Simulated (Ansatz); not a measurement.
## Vibrational response of Pd2PtSe6

Method: DFT PBE, scalar-relativistic, plane waves, PAW in Ansatz. Settings: 420 eV plane-wave cutoff, Γ-centred 6×6×8 mesh, Fermi-Dirac smearing of 0.15 eV. No spin polarisation. Phonons by linear response, acoustic sum rule imposed.

Relaxed structure:
```yaml
crystal:
  lattice:
    - [6.58045, 0.00000, 0.00000]
    - [-3.29023, 5.69884, 0.00000]
    - [0.00000, 0.00000, 5.01811]
  atoms:
    - { symbol: Pd, position: [0.66667, 0.33333, 0.00000] }
    - { symbol: Pd, position: [0.33333, 0.66667, 0.00000] }
    - { symbol: Pt, position: [0.00000, 0.00000, 0.00000] }
    - { symbol: Se, position: [0.00000, 0.33075, 0.25758] }
    - { symbol: Se, position: [0.66925, 0.66925, 0.25758] }
    - { symbol: Se, position: [0.33075, 0.00000, 0.25758] }
    - { symbol: Se, position: [0.33075, 0.33075, 0.74242] }
    - { symbol: Se, position: [0.00000, 0.66925, 0.74242] }
    - { symbol: Se, position: [0.66925, 0.00000, 0.74242] }
```

The structure comes from a generated guess, relaxed at this level; another structure or a mixture of phases may lie lower. In a metal, frequencies depend on the k mesh and the smearing, soft modes most. Spin–orbit coupling is left out, which matters for heavy elements. No dispersion correction is applied, so modes and constants that involve weak contacts between layers, chains or molecules come out too soft.

Optical modes at Γ:
```csv
frequency (cm⁻¹),degeneracy
96,1
98,1
107,2
111,2
119,2
124,2
150,2
162,1
166,1
190,1
191,1
194,1
194,2
199,2
210,2
213,1
```

All 24 optical modes at Γ are real: no displacement of atoms at fixed cell lowers the energy to second order. Strains and modes at other wave vectors aren't tested by this run.
